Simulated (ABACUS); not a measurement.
Worked example: self-consistent single point of a model cell of Na (P6_3/mmc, 4 atoms in the cell; prototype structure) in ABACUS.

Computed with PBEsol, PseudoDojo 0.4 standard norm-conserving PBEsol (tails mended) pseudopotentials (plane waves; ABACUS).

```xyz
4
Lattice="3.7873 0.0000 0.0000 -1.8937 3.2799 0.0000 0.0000 0.0000 12.1858" Properties=species:S:1:pos:R:3 pbc="T T T"
Na     0.0000     0.0000     0.0000
Na     0.0000     0.0000     6.0929
Na     0.0000     2.1866     3.0464
Na     1.8937     1.0933     9.1393
```

Reference input (self-consistent single point, DFT, PBEsol, plane waves, PseudoDojo 0.4 standard norm-conserving PBEsol (tails mended) pseudopotentials): KPT = Gamma 7 7 2 0.5 0.5 0.5; basis_type = pw; ecutwfc = 88 Ry; smearing_method = gaussian; smearing_sigma = 0.0199916 Ry; potentials = PseudoDojo 0.4 standard norm-conserving PBEsol (tails mended); symmetry = 1; symmetry_prec = 1e-05; ks_solver = dav; scf_nmax = 100; scf_thr = 1.0e-09 Ry; mixing_type = broyden. This run's input differs from it in these lines:

```diff
@@ -44,3 +44,3 @@
 Gamma
-7 7 2 0.5 0.5 0.5
+5 5 2 0.5 0.5 0.5
```

Output, abridged:

```
 SELF-CONSISTENT
 -------------------------------------------
                                 init_chg = atomic

 PW ALGORITHM --------------- ION=   1  ELEC=   1--------------------------------

 Notice: Threshold on eigenvalues was too large.

 Density error is 0.00238495352532
                          Error Threshold = 6.58270542392e-06
 E_KohnSham     -365.0578084285      -4966.8662940195
 E_Fermi        0.1185749874         1.6132954686

 PW ALGORITHM --------------- ION=   1  ELEC=   2--------------------------------

 Density error is 0.00096071456248
                          Error Threshold = 6.62487090368e-06
   [... lines left out ...]

 Density error is 3.1792173886e-09
                          Error Threshold = 1.55313901975e-11
 E_KohnSham     -365.0577228164      -4966.8651292078
 E_Fermi        0.1158958760         1.5768442880

 PW ALGORITHM --------------- ION=   1  ELEC=  13--------------------------------

 Density error is 9.93284348587e-12
                          Error Threshold = 8.83115941279e-12
 E_KohnSham     -365.0577228168      -4966.8651292138
 E_KS(sigma->0) -365.0545188486      -4966.8215369899
 E_entropy(-TS) -0.0064079364        -0.0871844478
 E_Fermi        0.1158958367         1.5768437531
 charge density convergence is achieved
 final etot is -4966.8651292 eV
 EFERMI = 1.5768437531 eV

 STATE ENERGY(eV) AND OCCUPATIONS    NSPIN == 1
   [... 25 lines left out ...]

 TOTAL-FORCE (eV/Angstrom)
                       Na1         0.0000000000         0.0000000000         0.0000000000
                       Na2         0.0000000000         0.0000000000         0.0000000000
                       Na3         0.0000000000         0.0000000000         0.0000000000
                       Na4         0.0000000000         0.0000000000         0.0000000000

 TOTAL-STRESS (KBAR)
        -1.8014615624         0.0000002746         0.0000000000
         0.0000002746        -1.8014619168         0.0000000000
        -0.0000000000         0.0000000000        -3.5125207364
 TOTAL-PRESSURE: -2.371815 KBAR

 --------------------------------------------
 !FINAL_ETOT_IS -4966.8651292137501514 eV
 --------------------------------------------
```

The run converged in 13 iterations. Against the reference run the free energy rises by 4.6 meV/atom and the pressure hardly changes (-0.25 to -0.24 GPa).

Lattice and positions were typed or generated, without prior relaxation. A shifted mesh samples other points: it can miss Γ, where band edges often lie, and can lower the symmetry, which leaves small forces and shears. This run is one point of a test of settings, so its values need not be converged; read them against the reference run alone. No clean gap shows at this smearing width and mesh (spacing up to 0.38 Å⁻¹); the mesh is coarse for partly filled bands, so the values carry mesh errors.

Cost on one core: around 120 core-seconds (rough).

“Tails mended”: in these copies of the files the far tail of each local potential was reset to the Coulomb form.
